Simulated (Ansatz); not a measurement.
A relaxation computed with Ansatz, from input to last step.

```yaml
crystal:
  lattice:
    - [2.7329905257, 0.0, 0.0]
    - [-1.3664952628, 2.3668392236, 0.0]
    - [0.0, 0.0, 3.8154777833]
  atoms:
    - { symbol: Be, position: [0.3333333333, 0.6666666667, 0.25] }
    - { symbol: Be, position: [0.6666666667, 0.3333333333, 0.75] }
    - { symbol: H, position: [0.6666666667, 0.3333333333, 0.25] }
    - { symbol: H, position: [0.3333333333, 0.6666666667, 0.75] }
basis:
  ecutwfc: 420
kpoints:
  mp_grid: { grid: [12, 12, 10] }
hamiltonian:
  xc: pbe
scf:
  occupations: { method: gaussian, width: 0.1 }
output:
  forces: true
  stress: true
  eigenvalues: true
relax:
  adjacent_minimum: "off"
  f_tol: 0.025
  max_steps: 70
  cell: { stress_tol: 0.12 }
```

```bash
ansatz run input.yaml --threads 2 --pin off --max-ram 5120MiB --backend cpu --events-out ev --progress --plain --runs-dir out
```

Computed with DFT PBE, scalar-relativistic, plane waves, PAW in Ansatz.

Of 4 frames 4 are shown, positions in Å and forces in eV/Å; the SCF threshold varies from step to step. Steps run on the plane waves of an earlier cell, with a Pulay correction in the pressure. The basis is chosen afresh for the last frame, the zero of the energies, and can be on the way; energy and pressure step there, also at an unchanged geometry.

```xyz
4
Lattice="2.7330 0.0000 0.0000 -1.3665 2.3668 0.0000 0.0000 0.0000 3.8155" Properties=species:S:1:pos:R:3:forces:R:3 pbc="T T T" step=1 free_energy_over_end_meV_per_atom=0.10 pressure_GPa=-0.17
Be    0.0000    1.5779    0.9539    0.0000    0.0000    0.0000
Be    1.3665    0.7889    2.8616    0.0000    0.0000    0.0000
H     1.3665    0.7889    0.9539    0.0000    0.0000    0.0000
H     0.0000    1.5779    2.8616    0.0000    0.0000    0.0000
4
Lattice="2.7343 0.0000 0.0000 -1.3672 2.3680 0.0000 0.0000 0.0000 3.8041" Properties=species:S:1:pos:R:3:forces:R:3 pbc="T T T" step=2 free_energy_over_end_meV_per_atom=0.02 pressure_GPa=-0.02
Be    0.0000    1.5787    0.9510    0.0000    0.0000    0.0000
Be    1.3672    0.7893    2.8531    0.0000    0.0000    0.0000
H     1.3672    0.7893    0.9510    0.0000    0.0000    0.0000
H     0.0000    1.5787    2.8531    0.0000    0.0000    0.0000
4
Lattice="2.7384 0.0000 0.0000 -1.3692 2.3715 0.0000 0.0000 0.0000 3.7925" Properties=species:S:1:pos:R:3:forces:R:3 pbc="T T T" step=3 free_energy_over_end_meV_per_atom=0.00 pressure_GPa=-0.05
Be    0.0000    1.5810    0.9481    0.0000    0.0000    0.0000
Be    1.3692    0.7905    2.8443    0.0000    0.0000    0.0000
H     1.3692    0.7905    0.9481    0.0000    0.0000    0.0000
H     0.0000    1.5810    2.8443    0.0000    0.0000    0.0000
4
Lattice="2.7384 0.0000 0.0000 -1.3692 2.3715 0.0000 0.0000 0.0000 3.7925" Properties=species:S:1:pos:R:3:forces:R:3 pbc="T T T" step=4 free_energy_over_end_meV_per_atom=0.00 pressure_GPa=-0.05
Be    0.0000    1.5810    0.9481    0.0000    0.0000    0.0000
Be    1.3692    0.7905    2.8443    0.0000    0.0000    0.0000
H     1.3692    0.7905    0.9481    0.0000    0.0000    0.0000
H     0.0000    1.5810    2.8443    0.0000    0.0000    0.0000
```

Time: 2.8 s on 2 threads of Intel(R) Xeon(R) Platinum 8375C CPU @ 2.90GHz (Ice Lake), on a shared host, peak memory 0.38 GiB.